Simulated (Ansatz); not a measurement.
Consider the following.

CdTe:
```cif
data_CdTe
_chemical_formula_sum 'Cd1 Te1'
_space_group_name_H-M_alt 'P 1'
_space_group_IT_number 1
_cell_length_a 3.76857
_cell_length_b 3.76857
_cell_length_c 3.76857
_cell_angle_alpha 90.000
_cell_angle_beta 90.000
_cell_angle_gamma 90.000
loop_
_space_group_symop_operation_xyz
  'x, y, z'
loop_
_atom_site_label
_atom_site_type_symbol
_atom_site_fract_x
_atom_site_fract_y
_atom_site_fract_z
_atom_site_occupancy
Cd1 Cd 0.00000 0.00000 0.00000 1
Te1 Te 0.50000 0.50000 0.50000 1
```

This is the r²SCAN-relaxed structure.

Task: All from DFT-r²SCAN in the program Ansatz with PAW potentials, unless another level is named. Give the electronic character.

Result: metallic (no gap).

Task: Give the formation energy from the elements (no fitted shifts).

Result: 0.066 eV/atom.

Task: Predict the density of states at the Fermi level.

Result: 0.80 states/eV per atom (mean over ±0.08 eV).

Space group Pm-3m (CsCl type). A made-up cell: these elements were put on the sites of a structure type; neither database checked (COD, Materials Project) lists it. It is not the phase usual at ambient conditions (space group No. 216). The r²SCAN relaxation kept the symmetry of its start. At this level the phase is mechanically unstable. The references are the lowest solids computed at this level, not always the standard phases. Spin–orbit coupling is left out wherever it is not named.

Potentials: the later of the program's two PAW sets.
